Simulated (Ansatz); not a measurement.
Nb3Ir (A15 (Cr3Si type), space group No. 223), a = b = c = 5.1499 Å, α = β = γ = 90.00°.

Relaxed with r²SCAN.

Q: Which orbitals make up the states near the Fermi level in the program Ansatz at the r²SCAN level (PAW)?

A: Within 0.5 eV of the Fermi level: Nb 4d 74 %, Ir 5d 16 %. Projections are on Löwdin-orthogonalised atomic valence shells; empty p or d shells of many metals are not among them.

Q: Tabulate the density of states.

A: States/eV per cell of 8 atoms, in 0.25 eV bins, energy from the Fermi level.

```tsv
E (eV)	total	Nb 4d	Ir 5d	Nb 5s
-7.85	0.07	0.00	0.00	0.04
-7.60	0.27	0.00	0.00	0.17
-7.35	0.40	0.01	0.00	0.26
-7.10	0.53	0.02	0.00	0.33
-6.85	0.67	0.03	0.00	0.40
-6.60	0.82	0.06	0.00	0.47
-6.35	1.03	0.11	0.01	0.55
-6.10	1.35	0.22	0.02	0.63
-5.85	1.94	0.50	0.03	0.71
-5.60	4.58	1.98	0.09	0.89
-5.35	3.28	1.51	0.09	0.47
-5.10	2.79	1.15	0.82	0.39
-4.85	12.50	5.40	5.50	1.20
-4.60	11.46	4.76	5.06	1.29
-4.35	8.94	3.65	4.10	0.90
-4.10	6.83	2.65	3.53	0.42
-3.85	14.29	4.29	9.37	0.31
-3.60	17.38	5.01	11.80	0.24
-3.35	5.73	2.12	3.21	0.25
-3.10	4.46	1.70	2.32	0.29
-2.85	7.68	2.94	3.83	0.61
-2.60	6.43	3.27	2.11	0.79
-2.35	6.40	4.80	0.94	0.43
-2.10	11.89	10.00	0.98	0.46
-1.85	10.51	8.02	1.22	0.68
-1.60	9.81	7.16	1.40	0.51
-1.35	11.07	8.08	1.57	0.68
-1.10	8.77	6.47	1.04	0.59
-0.85	6.94	4.83	0.92	0.57
-0.60	5.07	3.61	0.70	0.32
-0.35	5.04	3.58	0.75	0.36
-0.10	3.55	2.58	0.56	0.21
0.15	5.80	4.52	0.89	0.16
0.40	9.59	7.01	1.79	0.36
0.65	8.97	6.50	1.91	0.25
0.90	8.51	6.24	1.76	0.22
1.15	6.87	5.10	1.20	0.24
1.40	5.51	4.15	0.86	0.22
1.65	2.82	2.09	0.44	0.14
1.90	4.09	3.30	0.55	0.11
2.15	6.38	5.37	0.78	0.10
2.40	6.94	6.10	0.59	0.12
2.65	7.86	6.60	0.82	0.23
2.90	7.45	6.17	0.74	0.30
```

Space group Pm-3n (A15 (Cr3Si type)). The first step of the workflow began from a Materials Project structure, measured or hypothetical; the Crystallography Open Database files this formula in space group No. 223, but the cells were not matched. Whether it is the stable phase at ambient conditions was not checked. Symmetry was held in the r²SCAN relaxation; its stability against distortions is not shown here. The run is not spin-polarised. Scalar-relativistic: spin–orbit coupling is off unless named, which matters more the heavier the elements.

Potentials: the later of the program's two PAW sets.
